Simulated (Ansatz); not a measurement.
CdSe (wurtzite)

```
CELL_PARAMETERS angstrom
      4.38272     0.00000     0.00000
     -2.19136     3.79554     0.00000
      0.00000     0.00000     7.15447
ATOMIC_POSITIONS crystal
  Cd 0.66667 0.33333 0.00047
  Cd 0.33333 0.66667 0.50047
  Se 0.66667 0.33333 0.62473
  Se 0.33333 0.66667 0.12473
```

The atoms are displaced by Q × the pattern below (from a DFPT mode at Γ, largest move 1; Q in Å), at fixed cell. It is one choice among 2 degenerate patterns.

```csv
atom,x,y,z
Cd1,0.000,1.000,0.000
Cd2,0.000,-1.000,0.000
Se3,0.000,-0.855,0.000
Se4,0.000,0.855,0.000
```

Computed with PBE (plane waves to 420 eV, PAW, scalar-relativistic; Ansatz, a first-principles code). k mesh 9×9×5 (Γ-centred), Fermi-Dirac smearing 0.05 eV. E stands for the smeared free energy. CdSe was relaxed with its symmetry unable to fall. The zero of ΔE is the undisplaced structure.

| Q (Å) | ΔE (meV/cell) |
|---|---|
| -0.180 | 26.1 |
| -0.120 | 11.2 |
| -0.060 | 2.7 |
| 0.000 | 0.0 |
| 0.060 | 2.7 |
| 0.120 | 10.7 |
| 0.180 | 24.6 |

Q: Which DFPT wavenumber at Γ belongs to this mode?
A. 173 cm⁻¹
B. 152 cm⁻¹
C. 117 cm⁻¹
D. 35 cm⁻¹

A: D, 35 cm⁻¹. The curvature of the scan gives 35 cm⁻¹

(A displaced cell: forces are minus the slopes of the energy, force constants its curvatures, and phonons follow from these.)
